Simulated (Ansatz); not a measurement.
Mo (hcp (Mg type), P6_3/mmc) at seven volumes, LDA in the plane-wave PAW code Ansatz, shape and atoms relaxed at each. One row is withheld.

| V (Å³/atom) | P (GPa) |
|---|---|
| 13.943 | 29.67 |
| 14.403 | 18.37 |
| 14.863 | 8.52 |
| 15.322 | 0.00 |
| 15.782 | -7.32 |
| 16.242 | -13.59 |
| 16.701 | ? |

Question: Fit the shown pressures and predict the withheld one.

Answer: Third-order Birch–Murnaghan: P = (3/2)B₀(x^(7/2) − x^(5/2))[1 + (3/4)(B′ − 4)(x − 1)] with x = (V₀/V)^(2/3). Least squares on the six rows gives V₀ = 15.325 Å³/atom, B₀ = 262.1 GPa, B′ = 3.85. At V = 16.701, x = 0.9443 and P = -19.10 GPa. The run itself gave -18.94 GPa.

The first step of the workflow began from a Materials Project structure, measured or hypothetical; the Crystallography Open Database copy checked does not list it. It is not the phase usual at ambient conditions (space group No. 229). The cell was relaxed with LDA under the symmetry of its start; phonons show weakly imaginary modes. The run is not spin-polarised.

Potentials: the later of the program's two PAW sets.
